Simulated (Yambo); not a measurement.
**How GW settings move the gap: RbO₂H₃**

G0W0@PBEsol for RbO2H3 (space group Cmc2_1, No. 36) in Yambo. Reference settings: 4×4×2 Γ-centred k mesh, 147 bands and a 6 Ry block in the screening, 147 bands in G with the Bruneval-Gonze terminator, plasmon pole fitted at 27.2 eV. The PBEsol gap (0.25, -0.5, 0) → Γ on this mesh is 4.44 eV; G0W0 gaps are taken between the same points.

```csv
change from the reference,"G0W0 gap (0.25, -0.5, 0) → Γ (eV)",shift of the valence edge (eV),rough Yambo cost
reference settings,7.09,-1.66,1
"60 bands in W, 60 bands in G",7.32,-1.49,about 1/3
60 bands in G,7.11,-1.62,–
73 bands in W,7.22,-1.56,about 1/2
1 Ry block,7.80,-2.38,within a factor of two
5 Ry block,7.05,-1.66,within a factor of two
no random integration,7.05,-1.60,–
no terminator,6.99,-1.45,–
```

The reference isn't shown to be the converged limit. Costs are rough (shared machines), scaled to the same edge states, and given only for runs that recompute the screening.

Geometry of the Materials Project entry, not relaxed at this level; primitive cell a = b = 5.833 Å, c = 5.940 Å, α = β = 90.00°, γ = 137.57°.

The structure is a Materials Project entry; no match was found in the copy of COD used, and its stability was not checked.

A shift is the quasiparticle energy of the state minus its PBEsol energy.
